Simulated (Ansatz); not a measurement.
Input:

AgCl:
```cif
data_Ag4Cl4
_chemical_formula_sum 'Ag4 Cl4'
_space_group_name_H-M_alt 'Fm-3m'
_space_group_IT_number 225
_space_group_name_Hall '-F 4 2 3'
_cell_length_a 5.44742
_cell_length_b 5.44742
_cell_length_c 5.44742
_cell_angle_alpha 90.000
_cell_angle_beta 90.000
_cell_angle_gamma 90.000
loop_
_atom_site_label
_atom_site_type_symbol
_atom_site_symmetry_multiplicity
_atom_site_Wyckoff_symbol
_atom_site_fract_x
_atom_site_fract_y
_atom_site_fract_z
_atom_site_occupancy
Ag1 Ag 4 b 0.50000 0.50000 0.50000 1
Cl1 Cl 4 a 0.00000 0.00000 0.00000 1
```
(The calculation used a cell of 2 atoms; values per cell refer to that cell.)

This is the PBEsol-relaxed structure.

Task: All from PBEsol in the plane-wave PAW code Ansatz, unless another level is named. Predict the band gap.

Result: 0.72 eV (indirect).

Task: Give the smallest direct gap on the standard path.

Result: 3.04 eV.

Task: What about the weight of the conduction-edge state by species (Voronoi cells)?

Result: Ag 61 %, Cl 39 %.

Task: And the valence-band maximum?

Result: at L.

The cell was relaxed with PBEsol under the symmetry of its start. The run is not spin-polarised. Spin–orbit coupling is left out wherever it is not named.

Potentials: the later of the program's two PAW sets.
